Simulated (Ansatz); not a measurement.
SiRh:
```xyz
8
Lattice="5.5358 0.0000 0.0000 0.0000 3.0610 0.0000 0.0000 0.0000 6.3704" Properties=species:S:1:pos:R:3 pbc="T T T"
Si     1.0244     0.7652     2.8280
Si     4.5114     2.2957     3.5424
Si     1.7435     2.2957     6.0132
Si     3.7923     0.7652     0.3572
Rh     0.0173     0.7652     5.0840
Rh     5.5185     2.2957     1.2864
Rh     2.7506     2.2957     1.8988
Rh     2.7852     0.7652     4.4716
```

Relaxed with PBEsol. Special points in fractions of this cell's reciprocal vectors: Γ (0.000, 0.000, 0.000); X (0.500, 0.000, 0.000); S (0.500, 0.500, 0.000); Y (0.000, 0.500, 0.000); Z (0.000, 0.000, 0.500); U (0.500, 0.000, 0.500); R (0.500, 0.500, 0.500); T (0.000, 0.500, 0.500).

**Question.** List the band energies nearest the Fermi level at these points for plane-wave PAW PBEsol (Ansatz code).

**Answer.** In eV from the Fermi level; about four levels below and three above (degenerate sets whole), none deeper than 8.9 eV; points with the same levels are listed once.

```tsv
k	below	above
Γ	-1.62 -1.30 -1.16 -0.69	0.10 2.04 2.11
X	-1.68 -1.68 -1.41 -1.41	1.89 1.89 3.88 3.88
S	-0.13 -0.13 -0.13 -0.13	2.12 2.12 2.12 2.12
Y	-1.02 -1.02 -0.08 -0.08	0.02 0.02 0.93 0.93
Z	-1.79 -1.79 -1.28 -1.28	0.93 0.93 3.85 3.85
U	-1.72 -1.72 -0.91 -0.91	1.70 1.70 3.80 3.80
R	-0.06 -0.06 -0.06 -0.06	3.33 3.33 3.33 3.33
T	-1.45 -1.45 -0.51 -0.51	0.19 0.19 1.32 1.32
```

Space group Pnma. The workflow started from a Materials Project entry (that database holds measured and hypothetical structures alike); the Crystallography Open Database copy checked does not list it. COD files the formula under space group No. 14, so this cell is another polymorph or a model. Its standing as an ambient phase is unchecked. Symmetry was held in the PBEsol relaxation; its stability against distortions is not shown here. The run is not spin-polarised. Scalar-relativistic: spin–orbit coupling is off unless named, which matters more the heavier the elements.

Potentials: the later of the program's two PAW sets.
